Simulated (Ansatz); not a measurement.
Data:

YSi2:
Space group P4/mmm (No. 123); a = b = 3.742 Å, c = 4.539 Å, α = β = γ = 90.00°

```csv
atom,site,symmetry,x,y,z
Si,2f,mmm.,0.0000,0.5000,0.0000
Y,1b,4/mmm,0.0000,0.0000,0.5000
```

This is the r²SCAN-relaxed structure.

**Question.** All from plane-wave PAW r²SCAN (Ansatz code), unless another level is named. Estimate the electronic character.

**Answer.** metallic (no gap).

**Question.** Next, the density of states at the Fermi level?

**Answer.** 0.23 states/eV per atom (mean over ±0.08 eV).

**Question.** Predict the formation energy from the elements (no fitted shifts).

**Answer.** -0.38 eV/atom.

A made-up cell: these elements were put on the sites of a structure type; neither database checked (COD, Materials Project) lists it. COD files the formula under space group No. 191, so this cell is another polymorph or a model. Its standing as an ambient phase is unchecked. The r²SCAN relaxation kept the symmetry of its start; its stability against distortions is not shown here. No spin polarisation was allowed. The references are the lowest solids computed at this level, not always the standard phases. Spin–orbit coupling is left out wherever it is not named.

Potentials: the later of the program's two PAW sets.
